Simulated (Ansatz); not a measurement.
Sn: zone-centre modes under pressure

Sn, Fd-3m, a = 6.476 Å. Ansatz: LDA, PAW, 420 eV, Γ-centred 12×12×12 mesh on 2 atoms, Fermi-Dirac smearing 0.15 eV; no spin polarisation. Cell and atoms are relaxed at each pressure with the symmetry kept; optical modes at Γ by linear response, in cm⁻¹, the highest.

```
P (GPa) V (Å³/atom)     ω1
      0       33.953  186.2
      7       30.171  216.5
     18       26.948  247.2
     35       24.087      ?
```

Problem. Get the mode's Grüneisen parameter γ = −d ln ω/d ln V from the other rows and predict the missing frequency.

Solution. ln(V/V0) = 0.0000, -0.1181, -0.2311, -0.3433; a line through ln(ω/ω0) of the 3 known rows gives ω1: γ = 1.227 (intercept 0.0019), predicted 284.3, computed 280.6. The miss is 1.3 %: γ isn't constant over this range. In a metal these frequencies hang on the mesh and smearing.

Cost: 4 runs of about 2.3 core-minutes in all, on AMD EPYC 7R43 (Zen 3) (shared hosts).